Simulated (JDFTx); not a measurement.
Al(111) slab cut from bulk Al (space group Fm-3m, indices of the conventional cell, lattice of the Materials Project entry mp-134, not re-optimised): 9 atoms in 3 planes, a (√3×√3)R30° cell of 21.19 Å² (|a| = 4.947, |b| = 4.947 Å), 4.7 Å between the outermost planes, cell height 23.7 Å, 6×6×1 k mesh, Fermi smearing 0.01 Ha, no spin polarisation.

Adsorbate: N on both faces at 0.33 monolayer, started hollow above an atom 2.3 Å below the top plane and relaxed in vacuum, keeping the symmetry of the start.

Computed with a modified build of JDFTx: PBE, GBRV ultrasoft potentials, plane waves to 20/100 Ha. The adsorption energy per N is [E(slab + 2 N) − E(slab)]/2 − (½ E(N2)), with the gas molecules relaxed at the same level and slab energies taken as (E + F)/2, the usual estimate of zero smearing. No zero-point energy or vibrational entropy is included. Reconstruction of the substrate beyond this cell is outside the model.

Q: Predict the adsorption energy and the geometry, and the change of the work function.

A: -0.67 eV. N sits 0.75 Å above the highest substrate atom, bound to 3 Al at 1.85 Å. The work function goes from 3.98 to 4.72 eV. In linear PCM (GLSSA13), water, 1 M KCl, at zero charge, the adsorption energy is -0.71 eV and the potential of zero charge moves from -0.72 to -0.26 V vs SHE (4.44 V convention).
